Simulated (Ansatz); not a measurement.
AgCl, in the lowest among the structures calculated here: Fm-3m (No. 225), cF8, rock salt type; a = b = c = 5.545 Å, α = β = γ = 90.00°; Cl 4a (0.000, 0.000, 0.000); Ag 4b (0.500, 0.500, 0.500). All values below come from r2SCAN (plane waves to 500 eV, PAW, scalar-relativistic; Ansatz, a quantum-chemistry and plane-wave program). Element references, the lowest calculated here: Ag (Fm-3m), Cl (Cmce); gases are represented by their molecular solids.

Total energies (eV/atom, σ → 0; comparable only within this code, potentials and settings):

```json
[
 {"phase": "AgCl (Fm-3m)", "E (eV/atom)": "-4344.373"},
 {"phase": "Ag (Fm-3m)", "E (eV/atom)": "-7603.941"},
 {"phase": "Cl (Cmce)", "E (eV/atom)": "-1083.625"}
]
```

Question: What is the formation energy of this Fm-3m form of AgCl from the elements?

Answer: E_f = -4344.373 − [1 × (-7603.941) + 1 × (-1083.625)] / 2 = -0.59 eV/atom (-1.2 eV per formula unit).

Static energies, no anion corrections, no zero-point energy. Values are rounded to 0.01 eV/atom. The compounds carry no spin polarisation.
